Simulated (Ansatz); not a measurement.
**What settings do to one calculation: (0001) superlattice of 2 and 10 atomic planes of wurtzite GaN and AlN, in-plane a of AlN, 12 atoms**

Ansatz (PAW, plane waves), atoms fixed. The base input:

```yaml
crystal:
  lattice:
    - [3.113816, 0.000000, 0.000000]
    - [-1.556908, 2.696644, 0.000000]
    - [0.000000, 0.000000, 15.318202]
  atoms:
    - { symbol: Ga, position: [0.692395, 0.338175, 0.170324] }
    - { symbol: Al, position: [0.678342, 0.346592, 0.511613] }
    - { symbol: Al, position: [0.662644, 0.330066, 0.839776] }
    - { symbol: Al, position: [0.343261, 0.668349, 0.343405] }
    - { symbol: Al, position: [0.357802, 0.678735, 0.673619] }
    - { symbol: Al, position: [0.351080, 0.672687, 0.002074] }
    - { symbol: N, position: [0.340733, 0.666974, 0.127151] }
    - { symbol: N, position: [0.326589, 0.647645, 0.467416] }
    - { symbol: N, position: [0.330566, 0.645428, 0.798236] }
    - { symbol: N, position: [0.677793, 0.339052, 0.299912] }
    - { symbol: N, position: [0.653351, 0.323415, 0.636191] }
    - { symbol: N, position: [0.653661, 0.316013, 0.965453] }
kpoints:
  mp_grid: { grid: [4, 4, 1] }
hamiltonian:
  xc: pbesol
scf:
  occupations: { method: fermi_dirac, width: 0.01 }
output:
  forces: true
  eigenvalues: true
  stress: true
  populations: true
```

Command:

```sh
ansatz run in.yaml --threads 8 --pin off --max-ram 13300MiB --runs-dir r --events-out ev --progress --plain
```

It converged in 8 iterations and 0.5 s of wall time on 8 threads of an EPYC 9R45 processor, on a host shared with other runs; peak host memory 0.57 GiB; largest force component 1.01 eV/Å, pressure -1.00 GPa. The cutoff was the default, 420 eV. The base isn't a converged reference: it has few k points, and its atoms are unrelaxed. Each run below changes the keys shown and caps the iterations.

| run | changed | ending | iterations | free energy less the base (meV per atom) | rms change of forces (eV/Å) | change of pressure (GPa) | wall time (s, shared host) |
| --- | --- | --- | --- | --- | --- | --- | --- |
| 1 | ecutrho_ratio 8, initial_magnetization 8, max_iter 90 | converged | 16 | 0.0 | 0.000 | 0.00 | 1 CPU |
| 2 | max_iter 4 | not converged | – | – | – | – | – |
| 3 | occupations fixed, ecutrho_ratio 8, mixing beta 1.0, max_iter 60 | converged | 7 | 0.0 | 0.000 | 0.00 | 0.4 CPU |
| 4 | width 0.5 eV, max_iter 50, k points a 3×3×3 mesh centred on Γ | converged | 8 | 41.3 | 0.069 | 0.49 | 0.5 CPU |
| 5 | ecutwfc 480 eV, xc pbe, max_iter 90 | converged | 8 | other zero | 0.057 | 3.89 | 0.4 CPU |
| 6 | width 0.001 eV, dr2_threshold 1e-09, max_iter 60 | converged | 10 | 0.0 | 0.000 | 0.00 | 0.4 CPU |

«Other zero»: another functional, charge or dispersion term moves the zero of energy, so the difference says nothing of accuracy.

Question: Which changes leave the result alone, and which of the same physical model moves the forces most?

Answer: The forces move by under 0.002 eV/Å in runs 1, 3, 6. Run 4 (width 0.5 eV, max_iter 50, k points a 3×3×3 mesh centred on Γ) moves them most among the runs with the same functional, charge and dispersion term, by 0.069 eV/Å.

Question: Why did some runs give no result?

Answer: - run 2: did not converge after 4 iterations: onsite_residual = 5.75e-4 (threshold 1.00e-7), under the density mixer `msr1`, which `scf.mixing.algorithm: auto` chose by the deck's other keys (type `scf.mixing.algorithm: msr1` to keep it);
